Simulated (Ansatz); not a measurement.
**TiTl₂I₆O₁₈: gradients before and after relaxing the atoms**

Start: a refined structure from the COD.

Space group R-3:H (No. 148); a = 11.4167, c = 11.3953 Å, γ = 120.00°.

| site | Wyckoff | site symmetry | x | y | z |
| --- | --- | --- | --- | --- | --- |
| Ti | 3b | -3. | 0.0000 | 0.0000 | 0.5000 |
| Tl | 6c | 3. | 0.0000 | 0.0000 | 0.8361 |
| I | 18f | 1 | 0.3144 | 0.0522 | 0.3913 |
| O10 | 18f | 1 | 0.1530 | 0.0568 | 0.3967 |
| O16 | 18f | 1 | 0.3791 | 0.1421 | 0.5287 |
| O22 | 18f | 1 | 0.3954 | 0.1867 | 0.2868 |

One atom of each set is listed; the run and its k-mesh use a cell of 27 atoms with edges of 7.61, 7.61, 7.61 Å.

The numbers come from a DFT calculation in Ansatz (PBE, plane waves and PAW, scalar-relativistic, 420 eV cutoff, Γ-centred 3×3×3 k-points, Fermi–Dirac smearing 0.02 eV).

The largest force at the start is 1.2 eV/Å. Relaxing the ions at fixed cell moves them by 0.057 Å at most (atom 2, Tl) and 0.043 Å rms.

```tsv
site	moved (Å)	first shell before	first shell after	V_zz before (10²¹ V/m²)	η before
Ti	0.000	6 O at 1.93 Å	6 O at 1.96 Å	-0.35	0.00
Tl	0.057	9 O at 2.92–3.06 Å	9 O at 2.94–3.00 Å	5.03	0.00
I	0.040	3 O at 1.79–1.87 Å	3 O at 1.83–1.89 Å	-53.4	0.35
O10	0.034	1 I at 1.87 Å, 1 Ti at 1.93 Å, angle 139°	1 I at 1.89 Å, 1 Ti at 1.96 Å, angle 137°	12.16	0.10
O16	0.048	1 I at 1.81 Å	1 I at 1.84 Å	13.15	0.09
O22	0.046	1 I at 1.79 Å	1 I at 1.83 Å	14.40	0.16
```

Question: How do the gradients change?

Answer: 

```tsv
site	V_zz after	η after	change of V_zz
Ti	-0.81	0.00	-0.46
Tl	3.14	0.00	-1.89
I	-51.1	0.32	+2.30
O10	12.41	0.10	+0.25
O16	13.58	0.13	+0.43
O22	15.38	0.19	+0.98
```

The largest change of V_zz is on I, from -53.4 to -51.1. In per cent, |V_zz| changes by -38 on Tl, -4 on I, +2 to +7 on O (all sites that start above 0.5).

Spin–orbit coupling is left out, which shifts gradients on Tl by a few per cent, and by more where contributions nearly cancel.
